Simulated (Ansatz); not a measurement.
**Li: from a starting cell to a relaxed one**

The start is a randomly generated symmetric cell of Li (space group No. 12). The structure is fully relaxed (lattice and positions, P = 0) with PBE (plane waves to 420 eV, PAW, scalar-relativistic; Ansatz, a program for electronic structure). First-step values are on the input's coarse k-mesh.

Ansatz input (later rounds restart from its end on a renewed k-mesh):
Ansatz 0.2 input:
```yaml
crystal:
  lattice:
    - [1.6226722, -4.3072075, 0]
    - [1.6226722, 4.3072075, 0]
    - [-0.5065338, 0, 1.5285229]
  atoms:
    - { symbol: Li, position: [0, 0, 0] }
basis: { ecutwfc: 420, ecutrho_ratio: 4, xc_grid: 2, fft_grid_basis: typed }
kpoints: { mp_grid: { grid: [11, 11, 21] } }
hamiltonian:
  xc: pbe
  dispersion: none
  pseudopotentials: { azcp: { folder: ./paw }, kind: paw }
scf: { occupations: { method: fermi_dirac, width: 0.05 } }
relax: { f_tol: 0.01, max_steps: 100, cell: { stress_tol: 0.02 } }
output: { forces: true, stress: true }
```

**Question.** By how much does the energy per atom fall from start to end?

**Answer.** About 1.9 eV/atom.

**Question.** How does the volume change?

**Answer.** -5.3 %, from 21.37 to 20.24 Å³/atom.

**Question.** How do the shortest distances between atoms change?

**Answer.** The closest pairs of elements (up to four, under 3.6 Å), start → end: Li–Li 1.61 → 2.97 Å.

**Question.** Is the relaxed structure metallic? Give its gap.

**Answer.** No gap (metallic).

Final values are on a 19×19×19 k-mesh of the relaxed cell. The start holds a very short contact (Li–Li 1.61 Å). No spin polarisation in the result.

The run could not lose the symmetry of its start.
